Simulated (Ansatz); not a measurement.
# TePd: do energies and stresses tell the same story?

These are results of DFT r2SCAN, scalar-relativistic, plane waves, PAW (Ansatz), not measurements.

Cutoff 500 eV; k points 12×12×8 on the computed 4-atom cell (Γ-centred); Gaussian smearing, width 0.10 eV; no spin polarisation.

Relaxed cell: P6_3/mmc, a = 4.182 Å, b = 4.182 Å, c = 5.739 Å, α = 90.00°, β = 90.00°, γ = 120.00°, 4 atoms in the primitive cell. Whether it is the stable form of this composition wasn't checked.

Energies at zero smearing and pressures from the stress tensor, at volumes with shape and atoms relaxed:
```tsv
V (Å³/atom)	E − E(first) (meV/atom)	P (GPa)
20.429	0.00	7.61
21.081	-22.24	3.46
21.733	-29.07	0.01
22.385	-23.09	-2.85
23.037	-6.46	-5.24
```

**Question.** Check P = −dE/dV between neighbouring volumes, and get the bulk modulus from the pressures alone.

**Answer.** With 1 eV/Å³ = 160.2 GPa:
```tsv
middle V (Å³/atom)	−ΔE/ΔV (GPa)	mean P (GPa)
20.755	5.465	5.533
21.407	1.679	1.733
22.059	-1.469	-1.422
22.711	-4.086	-4.045
```

The two differ by 0.07 GPa at most. The mean of two end pressures misses the average over a step by about ΔV² P″/12, up to 0.06 GPa here; with that taken off 0.01 GPa remains. Around V = 21.733 Å³/atom, the two neighbours give B = −V ΔP/ΔV = 21.733 × 6.31 / 1.304 = 105.2 GPa, against B0 = 104.6 GPa from the Birch–Murnaghan fit of the energies.

Cost: 6 runs of about 13 core-minutes in all, on Arm Neoverse V2 (shared hosts).